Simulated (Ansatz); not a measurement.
A trial structure of CdCoC4N4 was built thus: two interpenetrating cyanide-bridged diamond nets (P-43m, No. 215). Its size is a rough estimate.

```cif
data_structure
_symmetry_space_group_name_H-M 'P-43m'
_symmetry_Int_Tables_number 215
_cell_length_a 5.9796
_cell_length_b 5.9796
_cell_length_c 5.9796
_cell_angle_alpha 90.000
_cell_angle_beta 90.000
_cell_angle_gamma 90.000
_cell_volume 213.81
loop_
_atom_site_label
_atom_site_type_symbol
_atom_site_symmetry_multiplicity
_atom_site_Wyckoff_symbol
_atom_site_fract_x
_atom_site_fract_y
_atom_site_fract_z
_atom_site_occupancy
Cd1 Cd 1 a 0.00000 0.00000 0.00000 1
Co1 Co 1 b 0.50000 0.50000 0.50000 1
C1 C 4 e 0.19320 0.19320 0.19320 1
N1 N 4 e 0.30617 0.30617 0.30617 1
```

Theory: DFT PBE, scalar-relativistic, plane waves, PAW (Ansatz 0.2.0). Cutoff 420 eV, Gaussian smearing, Γ-centred meshes. Cell and atoms relax first on a coarse mesh and then on a converged one. In between, the cell is made exact in the group found at 0.06 Å. The steps can't lower the symmetry of their start. Collinear spin, starting moments Co 3.0 μB.

A guess keeps its type if space group and coordination stay and the shape of the cell changes little (axis ratios within about 15 %, angles within 6°); the volume may change.

Question: Does this structure survive the relaxation?

Answer: It keeps its type. The symmetry stays P-43m (No. 215). The volume per atom grows by 8.1 %, from 21.4 to 23.1 Å³. The shortest distance stays 1.17 Å (C–N). Counting neighbours within 15 % of an atom's shortest distance, the start has C 1, Cd 4, Co 4, N 1 and the end C 1, Cd 4, Co 4, N 1.

The last run used collinear spin, a 6×6×6 mesh for its 10-atom cell and Gaussian smearing of 0.02 eV. Another magnetic order may lie lower. Symmetry constrained the relaxation, so the result can be a saddle point.
